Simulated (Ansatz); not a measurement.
Relaxed candidate structures of WC:

A. Fm-3m (No. 225), cF8, rock salt type; a = 4.345 Å, b = 4.345 Å, c = 4.345 Å, α = 90.00°, β = 90.00°, γ = 90.00°; C 4a (0.000, 0.000, 0.000); W 4b (0.500, 0.500, 0.500)

B. Pnma (No. 62), oP8; a = 5.355 Å, b = 3.922 Å, c = 4.072 Å, α = 90.00°, β = 90.00°, γ = 90.00°; W 4c (0.208, 0.250, 0.395); C 4c (0.115, 0.250, 0.902)

C. P6₃/mmc (No. 194), hP4, NiAs type; a = b = 2.8927 Å, c = 5.7166 Å, α = β = 90.00°, γ = 120.00°; W 2a (0.000, 0.000, 0.000); C 2d (0.667, 0.333, 0.250)

D. Cmme (No. 67), oS8; a = 3.2219 Å, b = 4.8280 Å, c = 5.4527 Å, α = 90.00°, β = 90.00°, γ = 90.00°; C 4b (0.250, 0.500, 0.500); W 4g (0.000, 0.250, 0.200)

E. P6₃/mmc (No. 194), hP12; a = b = 3.5087 Å, c = 13.3910 Å, α = β = 90.00°, γ = 120.00°; W 2d (0.667, 0.333, 0.250); W 4f (0.333, 0.667, 0.092); C 2c (0.333, 0.667, 0.250); C 4e (0.000, 0.000, 0.098)

Problem. Order them by energy per atom (lowest first) at the level PBEsol (plane waves to 420 eV, PAW, scalar-relativistic; Ansatz, a quantum-chemistry and plane-wave program).

Solution. C (reference), A (+0.24 eV/atom), B (+0.46 eV/atom), E (+0.73 eV/atom), D (+0.79 eV/atom)

The lowest structure calculated, P-6m2, hP2, AFLOW prototype AB_hP2_187_d_a (B_h, as in WC), is not among these; it lies 0.21 eV/atom below the lowest of them. 2 runs with a doubtful electronic state, a coarser numerical grid, an end not at rest or a source that can't be used are left out. Each run could gain symmetry but not lose that of its start, so entries can be saddle points. All of these are generated cells (placed on structure types, drawn at random, substituted or restacked) that were not matched to a known phase here. Static energies at zero pressure. No spin polarisation in the result.
